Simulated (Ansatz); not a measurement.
InP:
```
CELL_PARAMETERS angstrom
      0.00000     2.91321     2.91321
      2.91321     0.00000     2.91321
      2.91321     2.91321     0.00000
ATOMIC_POSITIONS crystal
  In 0.00000 0.00000 0.00000
  P  0.75000 0.75000 0.75000
```

Relaxed with LDA. Special points in fractions of this cell's reciprocal vectors: Γ (0.000, 0.000, 0.000); X (0.500, 0.000, 0.500); U (0.625, 0.250, 0.625); K (0.375, 0.375, 0.750); L (0.500, 0.500, 0.500); W (0.500, 0.250, 0.750).

### Question
List the band energies nearest the valence-band maximum at these points for LDA in the plane-wave PAW code Ansatz.

### Answer
In eV from the valence-band maximum; about four levels below and three above (degenerate sets whole), none deeper than 8.9 eV; points with the same levels are listed once.

| k | below | above |
|---|---|---|
| Γ | 0.00 0.00 0.00 | 0.58 3.96 3.96 3.96 |
| X | -5.95 -2.42 -2.42 | 1.57 2.11 9.09 |
| U | -5.81 -3.45 -2.02 | 2.19 4.30 7.41 |
| L | -5.93 -1.02 -1.02 | 1.35 4.70 4.70 |
| W | -5.80 -3.08 -3.06 | 4.18 4.34 5.45 |

Space group F-43m (zinc blende). The cell was relaxed with LDA under the symmetry of its start. Scalar-relativistic: spin–orbit coupling is off unless named, which matters more the heavier the elements.

Potentials: the earlier of the program's two PAW sets. The files were generated under PBE; for other functionals the program regenerates the frozen cores, and for LDA and PBEsol the local potential too.
